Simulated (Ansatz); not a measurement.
GaN (rock salt, space group No. 225) under volume change, HSE06 (plane waves, PAW; program Ansatz), scaled uniformly.

| V (Å³/atom) | E − E(relaxed) (meV/atom) | P (GPa) |
|---|---|---|
| 8.488 | 70.0 | 29.07 |
| 8.768 | [?] | [?] |
| 9.048 | [?] | [?] |
| 9.328 | 0.0 | 0.00 |
| 9.607 | 6.2 | -6.94 |
| 9.887 | 23.6 | -12.83 |
| 10.167 | 50.6 | -17.83 |

Q: What belongs in the gaps?

A: 
- 9.048, E − E(relaxed) (meV/atom): 6.9
- 9.048, P (GPa): 8.17
- 8.768, E − E(relaxed) (meV/atom): 29.4
- 8.768, P (GPa): 17.77

Q: What does a third-order Birch–Murnaghan fit give for V₀, B₀ and B′?

A: V₀ = 9.33 Å³/atom, B₀ = 250 GPa, B′ = 4.4.

Space group Fm-3m (rock salt). This is a known high-pressure phase of the composition, computed here at zero pressure and temperature. The cell was relaxed with HSE06 under the symmetry of its start; whether a distortion lowers the energy is not shown. Spin–orbit coupling is left out wherever it is not named.

Potentials: the earlier of the program's two PAW sets.
